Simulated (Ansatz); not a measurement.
Si3N4:
```xyz
14
Lattice="-3.2061 3.2061 3.2061 3.2061 -3.2061 3.2061 3.2061 3.2061 -3.2061" Properties=species:S:1:pos:R:3 pbc="T T T"
N      1.8006     1.8006     1.8006
N      0.1975    -0.1975     3.0085
N      1.4055     4.6116    -1.4055
N      3.0085     0.1975    -0.1975
N     -1.4055     1.4055     4.6116
N      0.1975     0.1975     0.1975
N      4.6116    -1.4055     1.4055
N     -0.1975     3.0085     0.1975
Si     2.4046     3.2061    -1.6030
Si    -1.6030     2.4046     3.2061
Si     0.8015     3.2061     1.6030
Si     1.6030     0.8015     3.2061
Si     3.2061    -1.6030     2.4046
Si     3.2061     1.6030     0.8015
```

Relaxed with LDA. Special points in fractions of this cell's reciprocal vectors: Γ (0.000, 0.000, 0.000); H (0.500, -0.500, 0.500); N (0.000, 0.000, 0.500); P (0.250, 0.250, 0.250).

Question: List the band energies nearest the valence-band maximum at these points for plane-wave PAW LDA (Ansatz code).

Answer: In eV from the valence-band maximum; about four levels below and three above (degenerate sets whole), none deeper than 8.9 eV; points with the same levels are listed once.

```csv
k,below,above
Γ,-0.17 -0.17 -0.17 -0.07,4.48 4.48 4.74 4.74 4.74
H,-2.00 -2.00 -2.00 -2.00 -2.00 -2.00 -1.26 -1.26,5.34 5.34 5.34 5.34 5.34 5.34
N,-1.34 -1.34 -0.02 -0.02,4.89 4.89 6.06 6.06
P,-0.58 -0.58 -0.58 -0.58,5.69 5.69 6.64 6.64 6.64 6.64
```

Space group I-43d. The workflow started from an entry of the Crystallography Open Database (COD), which files this formula under 4 space groups. It is not the phase usual at ambient conditions (space group No. 176). The LDA relaxation kept the symmetry of its start; its stability against distortions is not shown here.

Potentials: the later of the program's two PAW sets.
